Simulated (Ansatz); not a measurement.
CdIn2O4 (spinel, Fd-3m), plane-wave PAW PBE (Ansatz code). The conduction-band minimum lies at Γ, with 1 equivalent valley. Second derivatives d²E/dk² of the lowest band at one valley (eV·Å²), along Cartesian directions:

```
direction  d²E/dk²
---------  -------
[100]        50.35
[010]        50.35
[001]        50.35
[110]        50.33
[101]        50.33
[011]        50.33
```

Question: Find the principal effective masses, the density-of-states mass and the conductivity mass.

Answer: Off-diagonal terms follow from H_xy = H[110] − (H_xx + H_yy)/2, and m*/mₑ = 7.620 eV·Å² over each eigenvalue: 0.15, 0.15, 0.15. One valley's DOS mass (m₁m₂m₃)^(1/3) = 0.15, conductivity mass 3/(Σ 1/mᵢ) = 0.15 mₑ.

Question: What effective density of states Nc follows at 300 K for parabolic valleys?

Answer: Nc = 2.509e19 × 1 × (0.15)^(3/2) ≈ 1.5e18 cm⁻³.

The PBE relaxation kept the symmetry of its start. Scalar-relativistic: spin–orbit coupling is off unless named, which matters more the heavier the elements.

Potentials: the later of the program's two PAW sets.

Edges and masses are those of Kohn–Sham bands, whose gap is no quasiparticle gap.
